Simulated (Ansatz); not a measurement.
**BN: zone-centre modes**

Theory: Ansatz 0.2.0, DFT r2SCAN, scalar-relativistic, plane waves, PAW. Cutoff 500 eV, Γ-centred 12×12×4 k-points, Gaussian smearing of 0.05 eV. No spin polarisation.

The undisturbed cell (relaxed at this level; this wurtzite form isn't the usual structure):

```
B N
1.0
     2.54397    0.00000    0.00000
    -1.27198    2.20314    0.00000
     0.00000    0.00000    8.41549
B N
4 4
Direct
  0.66667 0.33333 0.49990
  0.66667 0.33333 0.99990
  0.33333 0.66667 0.24990
  0.33333 0.66667 0.74990
  0.66667 0.33333 0.31260
  0.66667 0.33333 0.81260
  0.33333 0.66667 0.06260
  0.33333 0.66667 0.56260
```

Harmonic modes by finite displacements of 0.02 Å, without the LO–TO term. The cell doubles the primitive one, so its zone centre also holds the primitive cell's point q = (0, 0, 1/2).

(1) At this geometry, is the structure stable against these modes?

(2) List the wavenumbers in cm⁻¹.

## Answers

(1) Yes: no mode is imaginary beyond 10 cm⁻¹, and only the three translations lie near zero.

(2) 0, 0, 0, 350, 350, 350, 350, 487, 487, 642, 642, 952, 952, 974, 1007, 1007, 1007, 1007, 1023, 1057, 1057, 1146, 1248, 1248.

Cost: 1 run of about 1.3 core-minutes, on Intel Xeon 6975P-C (Granite Rapids) (shared hosts).